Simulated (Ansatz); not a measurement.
Si$_{2}$Ni:
```
CELL_PARAMETERS angstrom
      0.00000     2.69218     2.69218
      2.69218     0.00000     2.69218
      2.69218     2.69218     0.00000
ATOMIC_POSITIONS crystal
  Ni 0.00000 0.00000 0.00000
  Si 0.25000 0.25000 0.25000
  Si 0.75000 0.75000 0.75000
```

Relaxed with r²SCAN.

**Question.** Map the electron localisation function on the plane through (0.000, 0.000, 0.000) spanned by u = [1, 0, 0] and v = [-1, 1, 1] in lattice vectors, from the program Ansatz at the r²SCAN level (PAW).

**Answer.** x is the fraction of u, y of v (the angle between them is 90°; rows are the nearest grid lines); atoms in the plane: Ni at (0.00, 0.00), Si at (0.50, 0.25), Si at (0.50, 0.75).
```
|@%+-::+#%%%%#+::-+%@|
|%#+-:-+#%%%%#+-:-+#%|
|++-::=#@@%%@@#=::-++|
|:::-+%@@*==*@@%+-:::|
|::-+#@@#=::=#@@#+-::|
|--=*%@%=-++-=%@%*=--|
|--=*#%*-:**:-*%#*=--|
|::-+**+::--::+**+-::|
|..:-=+=------=+=-:..|
|   .:-+*#%%#*+-:.   |
|    .-+*%%%%*+-.    |
|    .:=*#%%#*=:.    |
|    .:=*#%%#*=:.    |
|    .-+*%%%%*+-.    |
|   .:-+*#%%#*+-:.   |
|..:-=+=------=+=-:..|
|::-+**+::--::+**+-::|
|--=*#%*-:**:-*%#*=--|
|--=*%@%=-++-=%@%*=--|
|::-+#@@#=::=#@@#+-::|
|:::-+%@@*==*@@%+-:::|
|++-::=#@@%%@@#=::-++|
|%#+-:-+#%%%%#+-:-+#%|
|@%+-::+#%%%%#+::-+%@|
```
Scale: ten equal steps from 0.010 (start of ' ') to 0.772 (end of '@'), in the order ' .:-=+*#%@'; x runs from 0.000 to 1.00, y from 0.000 (bottom) to 1.00 (top).

The density is the valence pseudo-density with augmentation charge, so density and ELF within about 1 Å of a nucleus are not all-electron values.

Space group Fm-3m (fluorite or antifluorite type). The cell was relaxed with r²SCAN under the symmetry of its start. The workflow began spin-polarised and lost its moments.

Potentials: the later of the program's two PAW sets.
